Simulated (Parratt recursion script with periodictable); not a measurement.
# Interface roughness in an EUV mirror: Si/Y multilayer on Si

| layer, from the top | thickness (Å) | density (g/cm³) | rms roughness of its top face (Å) | δ at 13.5 nm | β at 13.5 nm |
|---|---|---|---|---|---|
| Si (in each period) | 47.4 | 2.313 | varied | 9.927 × 10⁻⁴ | 0.001813 |
| Y (in each period) | 31.6 | 4.371 | varied | 0.02576 | 0.002238 |
| Si (substrate) | – | 2.313 | 4 | 9.927 × 10⁻⁴ | 0.001813 |

The refractive index is n = 1 − δ + iβ; the runs take δ and β at each wavelength of the scan. Vacuum lies above.

Densities are inputs, not measurements. They were set from computed cells of the Materials Project: Si from entry mp-149 (Fd-3m, 2.313 g/cm³); Y from entry mp-112 (P6₃/mmc, 4.371 g/cm³). A layer's crystal structure does not enter its constants, only its composition and density.

Simulated, not measured: EUV and soft X-ray reflectivity, Parratt recursion, Névot-Croce roughness, Henke tables (Parratt recursion script with periodictable 1.7.1).

Light falls at α = 30° from the surface normal. R is the mean of s and p polarisation. The wavelength is scanned from 12.42 to 14.58 nm in 161 evenly spaced points, without smoothing. The peak is the highest scan point; its wavelength and height come from a parabola through R at that point and its two neighbours.

The pair is repeated 30 times. The runs differ only in σ, the roughness on top of both layers of each period; the substrate's stays as listed.

```
σ (Å)  peak λ (nm)  peak R (%)
-----  -----------  ----------
0           13.483        24.5
4           13.483        22.8
6           13.484           ?
```

Task: Estimate the peak reflectivity at σ = 6 Å from a line of ln R against σ², and compare with the factor exp[−(2πσ/D)²] for one weak reflection.

Result: With R₀ = 24.5 % of the first row, ln(R/R₀) is 0.0000 at σ² = 0, −0.0719 at σ² = 16 Å². The line through them has slope −0.00449 Å⁻² and intercept 0.0000, which gives 20.8 % at σ² = 36 Å². For D = 79 Å, (2π/D)² = 0.00633 Å⁻², and that slope from the first row gives 19.5 %.

The run gave 20.8 %, so the line misses by 0.0 points. The fitted slope is 0.71 of (2π/D)² in size.
